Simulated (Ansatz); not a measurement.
A relaxation computed with Ansatz, from input to last step.

```yaml
crystal:
  lattice:
    - [3.9847638299, 0.0, 0.0]
    - [-1.9923819149, 3.4509067048, 0.0]
    - [0.0, 0.0, 6.199645248]
  atoms:
    - { symbol: Ga, position: [0.0, 0.0, 0.0] }
    - { symbol: Ga, position: [0.3333333333, 0.6666666667, 0.645] }
    - { symbol: Ga, position: [0.6666666667, 0.3333333333, 0.355] }
    - { symbol: P, position: [0.3333333333, 0.6666666667, 0.245] }
    - { symbol: P, position: [0.6666666667, 0.3333333333, 0.755] }
basis:
  ecutwfc: 420
kpoints:
  mp_grid: { grid: [6, 6, 4] }
hamiltonian:
  xc: pbe
scf:
  occupations: { method: gaussian, width: 0.1 }
  lower_state_search: "off"
output:
  forces: true
  stress: true
  eigenvalues: true
relax:
  adjacent_minimum: "off"
  f_tol: 0.04
  max_steps: 70
  cell: { stress_tol: 0.4 }
```

```bash
ansatz run input.yaml --threads 1 --pin off --max-ram 2560MiB --backend cpu --events-out ev --progress --plain --runs-dir out
```

The calculation used DFT PBE, scalar-relativistic, plane waves, PAW (Ansatz 0.2.0).

Of 5 frames 5 are shown, positions in Å and forces in eV/Å; the SCF threshold varies from step to step. Steps run on the plane waves of an earlier cell, with a Pulay correction in the pressure. The basis is chosen afresh for the last frame, the zero of the energies, and at times for earlier ones too; energy and pressure step there, also at an unchanged geometry.

```xyz
5
Lattice="3.9848 0.0000 0.0000 -1.9924 3.4509 0.0000 0.0000 0.0000 6.1996" Properties=species:S:1:pos:R:3:forces:R:3 pbc="T T T" step=1 free_energy_over_end_meV_per_atom=92.51 pressure_GPa=12.01
Ga    0.0000    0.0000    0.0000    0.0000    0.0000    0.0000
Ga    0.0000    2.3006    3.9988    0.0000    0.0000    0.1820
Ga    1.9924    1.1503    2.2009    0.0000    0.0000   -0.1820
P     0.0000    2.3006    1.5189    0.0000    0.0000   -0.5055
P     1.9924    1.1503    4.6807    0.0000    0.0000    0.5055
5
Lattice="4.0994 0.0000 0.0000 -2.0497 3.5502 0.0000 0.0000 0.0000 6.5068" Properties=species:S:1:pos:R:3:forces:R:3 pbc="T T T" step=2 free_energy_over_end_meV_per_atom=11.73 pressure_GPa=3.48
Ga    0.0000    0.0000    0.0000    0.0000    0.0000    0.0000
Ga    0.0000    2.3668    4.1947    0.0000    0.0000    0.0973
Ga    2.0497    1.1834    2.3120    0.0000    0.0000   -0.0973
P     0.0000    2.3668    1.6400    0.0000    0.0000   -0.1703
P     2.0497    1.1834    4.8668    0.0000    0.0000    0.1703
5
Lattice="4.1604 0.0000 0.0000 -2.0802 3.6030 0.0000 0.0000 0.0000 6.5997" Properties=species:S:1:pos:R:3:forces:R:3 pbc="T T T" step=3 free_energy_over_end_meV_per_atom=1.64 pressure_GPa=0.59
Ga    0.0000    0.0000    0.0000    0.0000    0.0000    0.0000
Ga    0.0000    2.4020    4.2690    0.0000    0.0000    0.0063
Ga    2.0802    1.2010    2.3307    0.0000    0.0000   -0.0063
P     0.0000    2.4020    1.6760    0.0000    0.0000   -0.0261
P     2.0802    1.2010    4.9237    0.0000    0.0000    0.0261
5
Lattice="4.1700 0.0000 0.0000 -2.0850 3.6113 0.0000 0.0000 0.0000 6.6363" Properties=species:S:1:pos:R:3:forces:R:3 pbc="T T T" step=4 free_energy_over_end_meV_per_atom=1.28 pressure_GPa=0.05
Ga    0.0000    0.0000    0.0000    0.0000    0.0000    0.0000
Ga    0.0000    2.4076    4.2910    0.0000    0.0000    0.0002
Ga    2.0850    1.2038    2.3453    0.0000    0.0000   -0.0002
P     0.0000    2.4076    1.6904    0.0000    0.0000   -0.0020
P     2.0850    1.2038    4.9459    0.0000    0.0000    0.0020
5
Lattice="4.1700 0.0000 0.0000 -2.0850 3.6113 0.0000 0.0000 0.0000 6.6363" Properties=species:S:1:pos:R:3:forces:R:3 pbc="T T T" step=5 free_energy_over_end_meV_per_atom=0.00 pressure_GPa=0.12
Ga    0.0000    0.0000    0.0000    0.0000    0.0000    0.0000
Ga    0.0000    2.4076    4.2910    0.0000    0.0000   -0.0005
Ga    2.0850    1.2038    2.3453    0.0000    0.0000    0.0005
P     0.0000    2.4076    1.6904    0.0000    0.0000   -0.0004
P     2.0850    1.2038    4.9459    0.0000    0.0000    0.0004
```

The start puts this composition into another compound's structure type, which needn't suit it. At the end the space group is P-3m1 (tolerance 0.05 Å).

Time: 18 s on 1 thread of Intel(R) Xeon(R) 6975P-C (Granite Rapids) (shared host), peak memory 0.41 GiB.

The k mesh is coarse.